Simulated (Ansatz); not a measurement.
Start of a relaxation of TiAg2:

```
CELL_PARAMETERS angstrom
2.81867 0.00000 0.00000
-1.40933 2.44104 0.00000
0.00000 0.00000 7.61687
ATOMIC_POSITIONS crystal
Ti 0.00000 0.00000 0.50000
Ag 0.33333 0.66667 0.82331
Ag 0.66667 0.33333 0.17669
```

Theory: Ansatz 0.2.0, DFT PBE, scalar-relativistic, plane waves, PAW. Cutoff 420 eV, Gaussian smearing, Γ-centred meshes. Cell and atoms relax on a converged mesh. In metals the finer mesh still leaves noise of several meV/atom or more. The steps can't lower the symmetry of their start. Collinear spin is switched on along the way, since trial moments persisted in a coarse test.

A guess keeps its type if space group and coordination stay and the shape of the cell changes little (axis ratios within about 15 %, angles within 6°); the volume may change.

Task: Will the relaxed cell still be of the starting type?

Result: It keeps its type. The symmetry stays P-3m1 (No. 164). The volume per atom stays near 17.6 Å³. The shortest distance goes from 2.82 Å (Ag–Ag and Ti–Ti) to 2.90 Å (Ag–Ag and Ti–Ti). The ratio c/a of the conventional cell changes by a factor of 0.92. Counting neighbours within 15 % of an atom's shortest distance, the start has Ag 12, Ti 12 and the end Ag 12, Ti 12.

The last run used collinear spin, an 18×18×6 mesh (in the run's order of axes) for its 3-atom cell and Gaussian smearing of 0.10 eV. Symmetry constrained the relaxation, so the result can be a saddle point.
